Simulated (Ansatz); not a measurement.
**Data sheet: AlSn₄Se₈ (DFT)**

AlSn₄Se₈:
```cif
data_AlSe8Sn4
_chemical_formula_sum 'Se8 Sn4 Al1'
_space_group_name_H-M_alt 'P 1'
_space_group_IT_number 1
_cell_length_a 7.71167
_cell_length_b 7.71167
_cell_length_c 6.23223
_cell_angle_alpha 90.000
_cell_angle_beta 90.000
_cell_angle_gamma 120.000
loop_
_space_group_symop_operation_xyz
  'x, y, z'
loop_
_atom_site_label
_atom_site_type_symbol
_atom_site_fract_x
_atom_site_fract_y
_atom_site_fract_z
_atom_site_occupancy
Se1 Se 0.33453 0.16727 0.71771 1
Se2 Se 0.33333 0.66667 0.74133 1
Se3 Se 0.83273 0.16727 0.71771 1
Se4 Se 0.83273 0.66547 0.71771 1
Sn1 Sn 0.00000 0.00000 0.00000 1
Sn2 Sn 0.00000 0.50000 0.00000 1
Sn3 Sn 0.50000 0.00000 0.00000 1
Sn4 Sn 0.50000 0.50000 0.00000 1
Se5 Se 0.16727 0.33453 0.28229 1
Se6 Se 0.16727 0.83273 0.28229 1
Se7 Se 0.66667 0.33333 0.25867 1
Se8 Se 0.66547 0.83273 0.28229 1
Al1 Al 0.00000 0.00000 0.50000 1
```

Space group P-3m1 (No. 164); conventional cell a = b = 7.712 Å, c = 6.232 Å, α = β = 90.00°, γ = 120.00°.

Method: the program Ansatz at the PBE+D3(BJ) level (PAW). Structure relaxed to zero pressure with the same functional. Other levels are named where they apply.

### Cell and energy

```
Quantity                                                      Result
-----------------------------------------------------  -------------
Volume per atom                                             24.69 Å³
Density                                                   5.86 g/cm³
Formation energy from the elements (no fitted shifts)  -0.37 eV/atom
```

### Electronic structure

```
Quantity                                                                    Result
------------------------------------  --------------------------------------------
Electronic character                                             metallic (no gap)
Density of states at the Fermi level  0.53 states/eV per atom (mean over ±0.08 eV)
Gap with spin–orbit coupling                                       none (metallic)
```

### Mechanics

```
Quantity                              Result
----------------------------------  --------
Bulk modulus (Birch–Murnaghan fit)  39.0 GPa
Pressure derivative B′                   7.2
```

### Charges

```
Item                                                     Result
-------------  ------------------------------------------------
Bader charges  Se -0.82 to -0.58, Sn +0.94 to +1.08, Al +1.93 e
```

A made-up cell: these elements were put on the sites of a structure type; neither database checked (COD, Materials Project) lists it. Its standing as an ambient phase is unchecked. The PBE+D3(BJ) relaxation kept the symmetry of its start; its stability against distortions is not shown here. With an odd number of electrons in the cell and no spin polarisation, the count alone makes it a metal. The references are the lowest solids computed at this level, not always the standard phases. Spin–orbit coupling is left out wherever it is not named.

Potentials: the later of the program's two PAW sets.
